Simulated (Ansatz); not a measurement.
Se:
```
CELL_PARAMETERS angstrom
      4.35898     0.00000     0.00000
     -2.17949     3.77499     0.00000
      0.00000     0.00000     5.01541
ATOMIC_POSITIONS crystal
  Se 0.22460 0.00000 0.83333
  Se 0.00000 0.22460 0.16667
  Se 0.77540 0.77540 0.50000
```

Relaxed with r²SCAN+D4. Special points in fractions of this cell's reciprocal vectors: Γ (0.000, 0.000, 0.000); M (0.500, 0.000, 0.000); K (0.333, 0.333, 0.000); A (0.000, 0.000, 0.500); L (0.500, 0.000, 0.500); H (0.333, 0.333, 0.500).

Q: List the band energies nearest the valence-band maximum at these points for plane-wave PAW r²SCAN+D4 (Ansatz code).

A: In eV from the valence-band maximum; about four levels below and three above (degenerate sets whole), none deeper than 8.9 eV; points with the same levels are listed once.

```json
[
 {"k": "Γ", "below": "-3.78 -2.09 -2.09 -0.44", "above": "2.09 2.09 2.46"},
 {"k": "M", "below": "-3.49 -2.97 -1.84 -1.05", "above": "2.16 2.59 4.36"},
 {"k": "K", "below": "-2.88 -2.88 -2.74 -1.69", "above": "3.30 3.30 3.98"},
 {"k": "A", "below": "-3.44 -3.44 -1.53 -1.53 -1.23", "above": "1.42 1.52 1.52"},
 {"k": "L", "below": "-4.32 -1.90 -1.45 0.00", "above": "1.76 2.97 3.17"},
 {"k": "H", "below": "-5.04 -5.04 -1.11 -0.21 -0.21", "above": "1.16 2.97 2.97"}
]
```

Space group P3_121 (trigonal Se type). The cell was relaxed with r²SCAN+D4 under the symmetry of its start. Spin–orbit coupling is left out wherever it is not named.

Potentials: the later of the program's two PAW sets.
